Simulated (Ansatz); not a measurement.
**TaRu: one input, then a changed one**

The geometry is COD entry 1537690, unchecked; take it as a test cell. The listed cell was then made from it by scaling, straining or moving an atom.

First run: DFT, r2SCAN, PAW with Ansatz's default frozen-core files, scalar-relativistic (Ansatz 0.2.0).

Command: `ansatz run input.yaml --threads 1 --pin off --max-ram 2048MiB --backend cpu --events-out ev --progress --plain --runs-dir out` The run took 32 s on 1 thread of Arm Neoverse V1, on a shared host.

```yaml
crystal:
  lattice:
    - [3.22893902, 0.0, 0.0]
    - [0.0, 3.22893902, 0.0]
    - [0.0, 0.0, 3.22893902]
  atoms:
    - { symbol: Ta, position: [0.5, 0.5, 0.5] }
    - { symbol: Ru, position: [0.0, 0.0, 0.0] }
kpoints:
  mp_grid: { grid: [10, 10, 10] }
scf:
  occupations: { method: fermi_dirac, width: 0.05 }
hamiltonian:
  xc: r2scan
  pseudopotentials: { kind: paw }
output:
  forces: true
  stress: true
  efg: { contact_densities: true }
  write_density: true
  write_potential: true
  elf: true
  volumetric_format: npy
relax:
  f_tol: 0.005
  max_steps: 80
  cell: {}
```

Result: converged; relaxed volume 15.711 Å³/atom; 48 SCF iterations in all.

Spin polarisation is left out, and whether a magnetic state lies lower isn't shown here.

No spin–orbit coupling, which matters for the heavy atoms here.

The input is then changed:

```diff
@@ -14,15 +14,13 @@
   xc: r2scan
   pseudopotentials: { kind: paw }
+  dispersion: d3bjatm
 output:
   forces: true
   stress: true
   efg: { contact_densities: true }
-  write_density: true
-  write_potential: true
-  elf: true
-  volumetric_format: npy
 relax:
-  f_tol: 0.005
+  f_tol: 0.1
   max_steps: 80
   cell: {}
+  max_displacement: 0.1
```

Problem. What does the second run give?

Solution. It converged; relaxed volume 15.621 Å³/atom; 48 SCF iterations in all.
